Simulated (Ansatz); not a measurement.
An Ansatz (a program for electronic structure) run. Input:

Ansatz 0.2 input:
```yaml
crystal:
  lattice:
    - [4.403327132, 0.0, 0.0]
    - [0.0, 4.403327132, 0.0]
    - [0.0, 0.0, 4.403327132]
  atoms:
    - { symbol: Fe, position: [0.1368829474, 0.1368829474, 0.1368829474] }
    - { symbol: Fe, position: [0.3631170526, 0.8631170526, 0.6368829474] }
    - { symbol: Fe, position: [0.6368829474, 0.3631170526, 0.8631170526] }
    - { symbol: Fe, position: [0.8631170526, 0.6368829474, 0.3631170526] }
    - { symbol: Si, position: [0.8410140802, 0.8410140802, 0.8410140802] }
    - { symbol: Si, position: [0.6589859198, 0.1589859198, 0.3410140802] }
    - { symbol: Si, position: [0.3410140802, 0.6589859198, 0.1589859198] }
    - { symbol: Si, position: [0.1589859198, 0.3410140802, 0.6589859198] }
kpoints:
  mp_grid: { grid: [6, 6, 6] }
hamiltonian:
  xc: pbesol
  pseudopotentials: { kind: paw }
scf:
  occupations: { method: fixed }
elastic: { mode: relaxed_ion, stencil: two_point, amplitude: 0.005, f_tol: 0.0005 }
```

Output (shortened):

```
Pseudopotential: Fe, paw, valence charge 16
Pseudopotential: Si, paw, valence charge 4
Functional definition: PBEsol
Crystal: 8 atoms, lattice volume = 85.377 Å³
Basis set: ecut = 420 eV, 1743 PW (Γ), exchange–correlation on 60×60×60 points (8 copies of the dense FFT grid, shifted against one another)
Bands: 48, of which v1, the nominal top of the filled ones, is band 40 counted from 1 (39 counted from 0)
Symmetry: 12 space group operations
Space group: P213 (ITA 198), of the structure as read, at distance tolerance 4.4e-5 Å
k-points: 24 of 216 (time reversal used)
SCF 1 converged in 12 iterations: F = -20286.510730 eV  dr2 = 1.18e-14
relax step   1: F+E_penalty+E_count = -20286.51073007 eV  Δ(F+E_penalty+E_count) = +0.000e0 eV  max|allowed force component| = 1.631e-3 eV/Å  Δτ_max = 0.0000 Å  (12 SCF iters, accepted)
Crystal: 8 atoms, lattice volume = 85.377 Å³
SCF 2 converged in 10 iterations: F = -20286.510731 eV  dr2 = 2.51e-14
relax step   2: F+E_penalty+E_count = -20286.51073094 eV  Δ(F+E_penalty+E_count) = -8.756e-7 eV  max|allowed force component| = 1.042e-3 eV/Å  Δτ_max = 0.0001 Å  (10 SCF iters, accepted)
Crystal: 8 atoms, lattice volume = 85.377 Å³
SCF 3 converged in 8 iterations: F = -20286.510732 eV  dr2 = 3.04e-14
relax step   3: F+E_penalty+E_count = -20286.51073163 eV  Δ(F+E_penalty+E_count) = -6.828e-7 eV  max|allowed force component| = 2.485e-5 eV/Å  Δτ_max = 0.0001 Å  (8 SCF iters, accepted)
Crystal: 8 atoms, lattice volume = 85.377 Å³
SCF 4 converged in 10 iterations: F = -20286.510732 eV  dr2 = 2.53e-16
Crystal: 8 atoms, lattice volume = 84.950 Å³
Basis set: ecut = 420 eV, 1703 PW (Γ), exchange–correlation on 60×60×60 points (8 copies of the dense FFT grid, shifted against one another)
Symmetry: 4 space group operations
k-points: 64 of 216 (time reversal used)
SCF 5 converged in 12 iterations: F = -20286.507624 eV  dr2 = 9.07e-14
relax step   1: F+E_penalty+E_count = -20286.50762424 eV  Δ(F+E_penalty+E_count) = +0.000e0 eV  max|allowed force component| = 3.027e-2 eV/Å  Δτ_max = 0.0000 Å  (12 SCF iters, accepted)
Crystal: 8 atoms, lattice volume = 84.950 Å³
SCF 6 converged in 10 iterations: F = -20286.507797 eV  dr2 = 8.70e-14
relax step   2: F+E_penalty+E_count = -20286.50779650 eV  Δ(F+E_penalty+E_count) = -1.723e-4 eV  max|allowed force component| = 5.248e-3 eV/Å  Δτ_max = 0.0023 Å  (10 SCF iters, accepted)
Crystal: 8 atoms, lattice volume = 84.950 Å³
SCF 7 converged in 9 iterations: F = -20286.507802 eV  dr2 = 7.30e-14
relax step   3: F+E_penalty+E_count = -20286.50780227 eV  Δ(F+E_penalty+E_count) = -5.766e-6 eV  max|allowed force component| = 1.235e-3 eV/Å  Δτ_max = 0.0003 Å  (9 SCF iters, accepted)
Crystal: 8 atoms, lattice volume = 84.950 Å³
SCF 8 converged in 8 iterations: F = -20286.507803 eV  dr2 = 1.69e-14
relax step   4: F+E_penalty+E_count = -20286.50780317 eV  Δ(F+E_penalty+E_count) = -9.000e-7 eV  max|allowed force component| = 3.881e-5 eV/Å  Δτ_max = 0.0002 Å  (8 SCF iters, accepted)
Crystal: 8 atoms, lattice volume = 84.950 Å³
SCF 9 converged in 10 iterations: F = -20286.507803 eV  dr2 = 7.09e-16
Crystal: 8 atoms, lattice volume = 85.804 Å³
SCF 10 converged in 13 iterations: F = -20286.507772 eV  dr2 = 8.23e-15
relax step   1: F+E_penalty+E_count = -20286.50777211 eV  Δ(F+E_penalty+E_count) = +0.000e0 eV  max|allowed force component| = 2.879e-2 eV/Å  Δτ_max = 0.0000 Å  (13 SCF iters, accepted)
Crystal: 8 atoms, lattice volume = 85.804 Å³
SCF 11 converged in 10 iterations: F = -20286.507952 eV  dr2 = 6.79e-14
relax step   2: F+E_penalty+E_count = -20286.50795181 eV  Δ(F+E_penalty+E_count) = -1.797e-4 eV  max|allowed force component| = 2.934e-3 eV/Å  Δτ_max = 0.0020 Å  (10 SCF iters, accepted)
Crystal: 8 atoms, lattice volume = 85.804 Å³
SCF 12 converged in 8 iterations: F = -20286.507953 eV  dr2 = 7.49e-14
relax step   3: F+E_penalty+E_count = -20286.50795333 eV  Δ(F+E_penalty+E_count) = -1.525e-6 eV  max|allowed force component| = 1.395e-4 eV/Å  Δτ_max = 0.0002 Å  (8 SCF iters, accepted)
Crystal: 8 atoms, lattice volume = 85.804 Å³
SCF 13 converged in 10 iterations: F = -20286.507953 eV  dr2 = 8.67e-16
Crystal: 8 atoms, lattice volume = 85.377 Å³
Basis set: ecut = 420 eV, 1731 PW (Γ), exchange–correlation on 60×60×60 points (8 copies of the dense FFT grid, shifted against one another)
Symmetry: 2 space group operations
k-points: 80 of 216 (time reversal used)
SCF 14 converged in 16 iterations: F = -20286.509534 eV  dr2 = 6.62e-15
relax step   1: F+E_penalty+E_count = -20286.50953367 eV  Δ(F+E_penalty+E_count) = +0.000e0 eV  max|allowed force component| = 1.252e-2 eV/Å  Δτ_max = 0.0000 Å  (16 SCF iters, accepted)
Crystal: 8 atoms, lattice volume = 85.377 Å³
SCF 15 converged in 13 iterations: F = -20286.509583 eV  dr2 = 1.63e-14
relax step   2: F+E_penalty+E_count = -20286.50958257 eV  Δ(F+E_penalty+E_count) = -4.891e-5 eV  max|allowed force component| = 3.639e-3 eV/Å  Δτ_max = 0.0009 Å  (13 SCF iters, accepted)
Crystal: 8 atoms, lattice volume = 85.377 Å³
SCF 16 converged in 11 iterations: F = -20286.509585 eV  dr2 = 7.70e-14
relax step   3: F+E_penalty+E_count = -20286.50958462 eV  Δ(F+E_penalty+E_count) = -2.047e-6 eV  max|allowed force component| = 7.412e-4 eV/Å  Δτ_max = 0.0002 Å  (11 SCF iters, accepted)
Crystal: 8 atoms, lattice volume = 85.377 Å³
SCF 17 converged in 10 iterations: F = -20286.509585 eV  dr2 = 1.26e-14
relax step   4: F+E_penalty+E_count = -20286.50958470 eV  Δ(F+E_penalty+E_count) = -7.535e-8 eV  max|allowed force component| = 1.383e-4 eV/Å  Δτ_max = 0.0000 Å  (10 SCF iters, accepted)
Crystal: 8 atoms, lattice volume = 85.377 Å³
SCF 18 converged in 10 iterations: F = -20286.509585 eV  dr2 = 1.10e-14
Crystal: 8 atoms, lattice volume = 85.377 Å³
SCF 19 converged in 16 iterations: F = -20286.509534 eV  dr2 = 6.26e-15
relax step   1: F+E_penalty+E_count = -20286.50953367 eV  Δ(F+E_penalty+E_count) = +0.000e0 eV  max|allowed force component| = 1.252e-2 eV/Å  Δτ_max = 0.0000 Å  (16 SCF iters, accepted)
Crystal: 8 atoms, lattice volume = 85.377 Å³
SCF 20 converged in 12 iterations: F = -20286.509585 eV  dr2 = 6.17e-14
relax step   2: F+E_penalty+E_count = -20286.50958467 eV  Δ(F+E_penalty+E_count) = -5.100e-5 eV  max|allowed force component| = 3.940e-4 eV/Å  Δτ_max = 0.0009 Å  (12 SCF iters, accepted)
Crystal: 8 atoms, lattice volume = 85.377 Å³
SCF 21 converged in 10 iterations: F = -20286.509585 eV  dr2 = 1.84e-14
SCF converged after 10 iterations
Stability not checked: this state was not tested for a lower state beside it, because too few of the mixer's solves of this state at the end of the SCF gave a …
Free energy (F): -20286.510732 eV
Harris-Foulkes:  -20286.510732 eV  (|F-HF|=7.28e-12)
Internal energy: -20286.510732 eV  (E = F + TS)
E sigma→0 (E₀):  -20286.510732 eV
Fermi energy:    17.148431 eV
--- Per-component energies (eV) ---
  E_band       = -759.450630
  E_kinetic    = 1620.062629
  E_local      = -10379.658594  (includes V_loc(G=0)·N_el)
  E_nonlocal   = 957.819627
  E_hartree    = 4525.096280
  E_xc         = -708.127155
  E_vxc        = -820.751367  (∫ρ·V_xc dr)
  E_paw        = -7327.065294  (= ΣΔE_a)
  E_vpaw       = -1187.119166  (= ΣTr[D̂ρ^β])
  E_aug_tail   = 0.003680  (compensation charges beyond the density's cutoff)
  E_ewald      = -8975.484955
  E_core_change = 0.843049  (= ΣΔE_core)
  E_smearing   =  0.000000  (= −TS)
  E_closure    = 0.000000  (closes the sum)
  Σ components = -20286.510732   (vs F -20286.510732, Δ=0.00e0)
--- Forces (eV/Å), atoms counted from 1 ---
  atom   1  Fe     0.00002483     0.00002483     0.00002483
  atom   2  Fe    -0.00002483    -0.00002483     0.00002483
  atom   3  Fe     0.00002483    -0.00002483    -0.00002483
  atom   4  Fe    -0.00002483     0.00002483    -0.00002483
  atom   5  Si    -0.00001872    -0.00001872    -0.00001872
  atom   6  Si     0.00001872     0.00001872    -0.00001872
  atom   7  Si    -0.00001872     0.00001872     0.00001872
  atom   8  Si     0.00001872    -0.00001872     0.00001872
  max |Σ_I F_I| component: 6.94e-17 eV/Å
--- Stress (GPa, compression-positive) ---
        0.006440       0.000000       0.000000
        0.000000       0.006440       0.000000
        0.000000       0.000000       0.006440
  P = ⅓ Tr σ = 0.0064 GPa (0.064 kbar)
--- Band table (eV; the first three rows and the last of 24) ---
  k-point 0: bands = ["-69.2363", "-69.2137", "-69.2137", "-69.2137", "-35.6906", "-35.6906", "-35.6906", "-35.6195", "-35.4086", "-35.4086", "-35.4086", "-35.3430", "-35.3430", "-35.3190", "-35.3190", "-35.3190", "3.6434", "9.1252", "9.1252", "9.1252", …
  k-point 1: bands = ["-69.2351", "-69.2173", "-69.2133", "-69.2115", "-35.6984", "-35.6921", "-35.6783", "-35.6230", "-35.4217", "-35.4129", "-35.3908", "-35.3422", "-35.3386", "-35.3234", "-35.3226", "-35.3166", "3.8559", "8.0485", "9.2461", "9.8642", …
  k-point 2: bands = ["-69.2319", "-69.2221", "-69.2124", "-69.2109", "-35.7011", "-35.6958", "-35.6630", "-35.6328", "-35.4282", "-35.4215", "-35.3710", "-35.3417", "-35.3311", "-35.3296", "-35.3283", "-35.3172", "4.4793", "6.7238", "9.5930", "10.3731", …
  k-point 23: bands = ["-69.2193", "-69.2193", "-69.2193", "-69.2193", "-35.6752", "-35.6752", "-35.6752", "-35.6752", "-35.4010", "-35.4010", "-35.4010", "-35.4010", "-35.3147", "-35.3147", "-35.3147", "-35.3147", "7.9048", "7.9048", "7.9048", "7.9048", …
--- Elastic constants: 2 strain directions × 2 members + reference (group order 12) ---
  dense FFT box of the reference and of every strained cell: 30×30×30
  strains applied: 11, 23; error gains: componentwise 1.00 (the most a stress slope's error grows in a printed constant), spectral 1.73 (1 for all six strains …
  reference relaxed by the batch: 3 steps …
  largest displacement 1.8e-4 Å; the constants are those of the deck's cell at these positions:
  atoms:
    - { symbol: Fe, position: [0.13686174572579998, 0.13686174572579998, 0.13686174572579998] }
    - { symbol: Fe, position: [0.3631382542742, 0.8631382542742001, 0.6368617457257999] }
    - { symbol: Fe, position: [0.6368617457257999, 0.3631382542742, 0.8631382542742001] }
    - { symbol: Fe, position: [0.8631382542742001, 0.6368617457257999, 0.3631382542742] }
    - { symbol: Si, position: [0.8409908720284363, 0.8409908720284363, 0.8409908720284363] }
    - { symbol: Si, position: [0.6590091279715637, 0.15900912797156375, 0.34099087202843625] }
    - { symbol: Si, position: [0.34099087202843625, 0.6590091279715637, 0.15900912797156375] }
    - { symbol: Si, position: [0.15900912797156375, 0.34099087202843625, 0.6590091279715637] }
  C = ∂σ_k/∂η_j (tension-positive GPa; Voigt order 11 22 33 23 13 12):
       421.347    147.863    147.855      0.000      0.000      0.000
       147.855    421.347    147.863      0.000      0.000      0.000
       147.863    147.855    421.347      0.000      0.000      0.000
         0.000      0.000      0.000    165.677      0.000      0.000
         0.000      0.000      0.000      0.000    165.677      0.000
         0.000      0.000      0.000      0.000      0.000    165.677
  reference stress σ⁰ (GPa):     -0.006     -0.006     -0.006      0.000      0.000      0.000
  moduli (Voigt/Reuss/Hill, GPa): K = 239.02/239.02/239.02   G = 154.10/152.75/153.43   E = 379.15   ν = 0.236
  mechanically stable: yes (min eigenvalue of sym C = 165.68 GPa)
  strain η (Voigt 11):  stress-route row diagonal C_11 = 421.35 GPa, energy-path curvature d²(F+E_count+ΔE)/dδ²/Ω₀ = 421.30 GPa
         δ    σ_11 (GPa)             F (eV)   n_scf  n_hpsi   n_pw
    -5.000e-3      -2.1637      -20286.5078032      10   48761   1703   relax 4 steps, max|allowed force component| 3.88e-5 eV/Å
     5.000e-3       2.0498      -20286.5079533      10   50074   1743   relax 3 steps, max|allowed force component| 1.40e-4 eV/Å
  strain η (Voigt 23):  stress-route row diagonal C_44 = 165.68 GPa, energy-path curvature d²(F+E_count+ΔE)/dδ²/Ω₀ = 165.79 GPa
         δ    σ_23 (GPa)             F (eV)   n_scf  n_hpsi   n_pw
    -5.000e-3      -0.8284      -20286.5095847      10   65016   1731   relax 4 steps, max|allowed force component| 1.38e-4 eV/Å
     5.000e-3       0.8284      -20286.5095847      10   64965   1731   relax 2 steps, max|allowed force component| 3.94e-4 eV/Å
```

Cost: about 13 core-minutes (a rough figure) on shared cores.

Space group P2_13. The cell was relaxed with PBEsol under the symmetry of its start. The run is not spin-polarised.

Potentials: the later of the program's two PAW sets.

Ansatz is a plane-wave DFT program.
